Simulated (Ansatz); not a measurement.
Task: Each is relaxed and computed with plane-wave PAW LDA (Ansatz code). Which is the only metal?
A. NbSe2I2, C2/m (Nb on 4g, Se on 4i, Se on 4i, I on 8j)
B. NbCl5, C2/m (Pearson symbol mS72)
C. TlCl3, C2/m (Tl on 4g, Cl on 8j, Cl on 4i)
D. NbAs2, C2/m (Nb on 4i, As on 4i, As on 4i)

Result: D, NbAs2, C2/m (Nb on 4i, As on 4i, As on 4i). NbAs2: metal; NbCl5: gap 2.10 eV (indirect); NbSe2I2: gap 0.74 eV (indirect); TlCl3: gap 2.01 eV (indirect). Standing as an ambient phase not checked: NbAs2, C2/m (Nb on 4i, As on 4i, As on 4i); NbCl5, C2/m (Pearson symbol mS72); NbSe2I2, C2/m (Nb on 4g, Se on 4i, Se on 4i, I on 8j); TlCl3, C2/m (Tl on 4g, Cl on 8j, Cl on 4i). Weakly bound layers, chains or molecules computed without a dispersion correction, so cells and soft constants are ill determined: NbCl5, C2/m (Pearson symbol mS72); NbSe2I2, C2/m (Nb on 4g, Se on 4i, Se on 4i, I on 8j); TlCl3, C2/m (Tl on 4g, Cl on 8j, Cl on 4i). All cells were relaxed under the symmetry of their starts (and spin orders); stability against distortions was not tested throughout. Rows with no word on spin ran without spin polarisation. Spin–orbit coupling is left out wherever it is not named.

Potentials: the later of the program's two PAW sets.
